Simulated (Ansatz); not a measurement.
Data:

Ge:
```cif
data_Ge8
_chemical_formula_sum 'Ge8'
_space_group_name_H-M_alt 'P 1'
_space_group_IT_number 1
_cell_length_a 4.00425
_cell_length_b 4.00425
_cell_length_c 13.14525
_cell_angle_alpha 90.000
_cell_angle_beta 90.000
_cell_angle_gamma 120.000
loop_
_space_group_symop_operation_xyz
  'x, y, z'
loop_
_atom_site_label
_atom_site_type_symbol
_atom_site_fract_x
_atom_site_fract_y
_atom_site_fract_z
_atom_site_occupancy
Ge1 Ge 0.00000 0.00000 0.40682 1
Ge2 Ge 0.00000 0.00000 0.59318 1
Ge3 Ge 0.00000 0.00000 0.90682 1
Ge4 Ge 0.00000 0.00000 0.09318 1
Ge5 Ge 0.33333 0.66667 0.34413 1
Ge6 Ge 0.66667 0.33333 0.65587 1
Ge7 Ge 0.66667 0.33333 0.84413 1
Ge8 Ge 0.33333 0.66667 0.15587 1
```

This is the PBEsol-relaxed structure.

Task: All from PBEsol in the plane-wave PAW code Ansatz, unless another level is named. Estimate the electronic character.

Result: no gap, with almost no states at the Fermi level (zero-gap or semimetallic).

Task: Predict the HSE06 gap on the PBEsol cell.

Result: 0.60 eV (a hybrid on a coarse mesh can open a false gap in a semimetal).

Task: Next, the gap with spin–orbit coupling?

Result: none (metallic).

Space group P6_3/mmc. The workflow started from a Materials Project entry (that database holds measured and hypothetical structures alike); the Crystallography Open Database copy checked does not list it. It is not the phase usual at ambient conditions (space group No. 227). Symmetry was held in the PBEsol relaxation; of distortions, only those at the zone centre were tested. Spin–orbit coupling is left out wherever it is not named.

Potentials: the later of the program's two PAW sets.
